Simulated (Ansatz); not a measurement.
Here is an unrelaxed guess for Be2CdS.

```
Be Cd S
1.0
     3.43776    0.00000    0.00000
    -1.71888    2.97719    0.00000
     0.00000    0.00000    5.98650
Be Cd S
2 1 1
Direct
  0.33333 0.66667 0.00000
  0.66667 0.33333 0.00000
  0.00000 0.00000 0.00000
  0.00000 0.00000 0.50000
```

Level of theory: DFT PBE, scalar-relativistic, plane waves, PAW in Ansatz 0.2.0. Settings: cutoff 420 eV, Γ-centred mesh 6×6×4 on the computed 4-atom cell, Gaussian smearing of 0.10 eV; no spin polarisation.

Energies over the elements count from the elements' standard structures at the same level, with no fitted energy shifts.

Q: Estimate its pressure, forces and energy as it stands.

A: The pressure is 44.2 GPa (the mean over three directions, positive in compression), the largest force is 0.00 eV/Å (symmetry fixes the atoms), and the energy is +1.98 eV/atom against the elements. The shortest distance is 1.98 Å.

Q: How much does it gain on relaxing, and where does it end?

A: Relaxing gains about 1.2 eV/atom (the start's value is from the coarse mesh, so the gain is rough) in 15 ionic steps and ends at +0.78 eV/atom on the finer mesh. The symmetry stays P6/mmm (No. 191). The volume per atom grows by 28.7 %, from 15.3 to 19.7 Å³. The shortest distance goes from 1.98 Å (Be–Cd and Be–Be) to 2.44 Å (Be–Cd and Be–Be). The ratio c/a of the conventional cell changes by a factor of 0.70. Conventional cell: a = 4.222 Å, c = 5.110 Å. Be has 3 Cd at 2.44 Å and 3 Be at 2.44 Å; Cd has 6 Be at 2.44 Å and 2 S at 2.55 Å; around S lie 2 Cd at 2.55 Å.

The last run used a 12×12×10 mesh (in the run's order of axes) for its 4-atom cell and Gaussian smearing of 0.10 eV. The reference form of S is held partly by dispersion forces, which this level lacks. The relaxation can't lower the symmetry of the start. A structure relaxed within its symmetry needn't be a true minimum. Another cell of Be2CdS relaxed alike, in P-4m2, lies 0.80 eV/atom lower, so this cell isn't the stable form at this level.
